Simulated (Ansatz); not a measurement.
AgCl (rock salt)

```yaml
crystal:
  lattice:
    - [0.00000, 5.61150, 5.61150]
    - [2.80575, 0.00000, 2.80575]
    - [2.80575, 2.80575, 0.00000]
  atoms:
    - { symbol: Cl, position: [0.00000, 0.00000, 0.00000] }
    - { symbol: Cl, position: [0.50000, 0.00000, 0.00000] }
    - { symbol: Ag, position: [0.25000, 0.50000, 0.50000] }
    - { symbol: Ag, position: [0.75000, 0.50000, 0.50000] }
```

The atoms are displaced by Q × the pattern below (from a DFPT mode at L = (0.5, 0.0, 0.0), largest move 1; Q in Å), at fixed cell. It is one choice among 2 degenerate patterns. (q is in reciprocal vectors of the primitive cell; the cell shown is doubled to hold the pattern.)

```
atom       x       y       z
----  ------  ------  ------
Cl1    0.285  -0.520   0.805
Cl2   -0.285   0.520  -0.805
```

Atoms not listed stay in place.

The numbers are results of PBE (plane waves to 420 eV, PAW, scalar-relativistic; Ansatz, a program for electronic structure), not measurements. k mesh 5×10×10 (Γ-centred), Fermi-Dirac smearing 0.05 eV. The energy includes the smearing's −TS. Compression counts positive. AgCl was relaxed with its symmetry unable to fall. The zero of ΔE is the undisplaced structure.

| Q (Å) | ΔE (eV/cell) | P (GPa) | −dE/dQ from forces (eV/Å) |
|---|---|---|---|
| -0.280 | 0.0114 | 0.98 | 0.142 |
| -0.233 | 0.0062 | 0.68 | 0.088 |
| -0.187 | 0.0030 | 0.43 | 0.050 |
| -0.140 | 0.0013 | 0.24 | 0.026 |
| -0.093 | 0.0004 | 0.11 | 0.011 |
| -0.047 | 0.0001 | 0.03 | 0.004 |
| 0.000 | 0.0000 | 0.00 | 0.000 |
| 0.047 | 0.0001 | 0.03 | -0.004 |
| 0.093 | 0.0004 | 0.11 | -0.011 |
| 0.140 | 0.0013 | 0.24 | -0.026 |
| 0.187 | 0.0030 | 0.43 | -0.050 |
| 0.233 | 0.0062 | 0.68 | -0.088 |
| 0.280 | 0.0114 | 0.98 | -0.142 |

What the scan shows:

Energy at Q = 0.280 Å: 11.4 meV/cell
Space group of the distorted cell: P-1 (No. 2), lowered from Fm-3m
Symmetry of the curve: even: the same for both signs
Shape of the curve: a single well with its minimum at or next to zero displacement
Harmonic wavenumber from the curvature (finite differences): 17 cm⁻¹
Wavenumber by perturbation theory (DFPT, on another k mesh): 17 cm⁻¹

(A displaced cell: forces are minus the slopes of the energy, force constants its curvatures, and phonons follow from these.)
